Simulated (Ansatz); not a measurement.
# Relaxing a structure of MnSi

The start is a generated cell, MnSi built in the FeSi structure type. A full variable-cell relaxation at zero pressure is run with PBEsol (plane waves to 420 eV, PAW, scalar-relativistic; Ansatz, a quantum-chemistry and plane-wave program). The first steps use a coarse 5×5×5 k-mesh.

Input geometry:
```
CELL_PARAMETERS angstrom
      4.58032     0.00000     0.00000
      0.00000     4.58032     0.00000
      0.00000     0.00000     4.58032
ATOMIC_POSITIONS crystal
  Mn 0.13652 0.13652 0.13652
  Mn 0.63652 0.36348 0.86348
  Mn 0.86348 0.63652 0.36348
  Mn 0.36348 0.86348 0.63652
  Si 0.84240 0.84240 0.84240
  Si 0.34240 0.65760 0.15760
  Si 0.15760 0.34240 0.65760
  Si 0.65760 0.15760 0.34240
```
Spin-polarised start, with parallel moments on Mn.

Question: How large is the pressure on the unrelaxed cell, and of which sign?

Answer: -14 GPa (negative: the cell is under tension).

Question: Which atoms feel the largest initial force, and how large is it?

Answer: About 0.2 eV/Å, on Si5, Si6, Si7, Si8 (atoms numbered as listed).

Question: By how much does the energy per atom fall from start to end?

Answer: 0.04 eV/atom.

Question: How does the volume change?

Answer: -7.0 %, from 12.01 to 11.17 Å³/atom.

Question: How do the shortest distances between atoms change?

Answer: The closest pairs of elements (up to four, under 3.6 Å), start → end: Mn–Si 2.33 → 2.26 Å; Mn–Mn 2.81 → 2.74 Å; Si–Si 2.84 → 2.76 Å.

Question: What band gap does the relaxed structure have at this level?

Answer: No gap (metallic).

The space group stays P2₁3 (No. 198) (the run could not lower it); the end is AFLOW prototype AB_cP8_198_a_a (B20, as in FeSi), with 8 atoms in the primitive magnetic cell. Final values are on a 11×11×11 k-mesh of the relaxed cell. Spin state reached: ferromagnetic (net 0.45 μB/atom), from parallel starting moments; other spin orders were not run from this start.

The run could not lose the symmetry of its start.
